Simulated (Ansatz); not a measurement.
HfSn3O8 on the sites of tetragonal HfO2 (relaxed group Pmm2) was relaxed with 3 functionals in the PAW code Ansatz, cell and atoms free, the symmetry of the start kept (meshes: PBE 8×4×6, r2SCAN 6×4×4, PBEsol 6×4×4). (Calculated; spin-unpolarised; the phase may be known or hypothetical.)

The r2SCAN result:
```xyz
12
Lattice="3.5175 0.0000 0.0000 0.0000 7.2055 0.0000 0.0000 0.0000 5.3821" Properties=species:S:1:pos:R:3 pbc="T T T"
Hf    1.7587    0.0000    2.7122
Sn    0.0000    5.4175    0.0248
O     1.7587    5.3958    1.7241
O     0.0000    0.0000    1.0098
O     0.0000    0.0000    3.6720
O     1.7587    5.4671    4.4121
Sn    1.7587    3.6028    2.6300
Sn    0.0000    1.7880    0.0248
O     1.7587    1.8097    1.7241
O     0.0000    3.6028    0.9326
O     0.0000    3.6028    3.6319
O     1.7587    1.7384    4.4121
```

The symmetry is Pmm2 (No. 25, orthorhombic); conventional cell a = 3.517 Å, b = 7.206 Å, c = 5.382 Å, 11.37 Å³ an atom. Around Hf lie 8 O at 2.00–2.45 Å; around Sn lie 8 O at 2.02–2.54 Å; around O lie 3 Sn at 2.01–2.45 Å and 1 Hf at 2.06 Å; around O lie 2 Sn at 2.04 Å and 2 Hf at 2.45 Å; around O lie 2 Hf at 2.00 Å and 2 Sn at 2.49 Å; around O lie 3 Sn at 2.02–2.58 Å and 1 Hf at 2.43 Å; around Sn lie 8 O at 2.01–2.58 Å; around O lie 4 Sn at 2.03–2.44 Å (further sites aren't listed).

Question: How does the cell change with PBE?

Answer: a = 3.548 Å, b = 7.305 Å, c = 5.475 Å; the volume differs by +4.0 % from r2SCAN's. Hf has 8 O at 2.01–2.48 Å; Sn has 8 O at 2.04–2.58 Å; O has 3 Sn at 2.03–2.48 Å and 1 Hf at 2.08 Å (further sites aren't listed).

Question: How does the cell change with PBEsol?

Answer: a = 3.521 Å, b = 7.213 Å, c = 5.358 Å; the volume differs by -0.2 % from r2SCAN's. Hf has 8 O at 2.01–2.43 Å; Sn has 8 O at 2.03–2.51 Å; O has 3 Sn at 2.02–2.43 Å and 1 Hf at 2.06 Å (further sites aren't listed).

Question: Held at the r2SCAN cell, what mean stress does PBE find, and does its sign point to its own minimum?

Answer: Yes. PBE +7.64 GPa, and its relaxed volume is +4.0 % from r2SCAN's. Compression counts positive, so a positive stress asks for a larger cell.
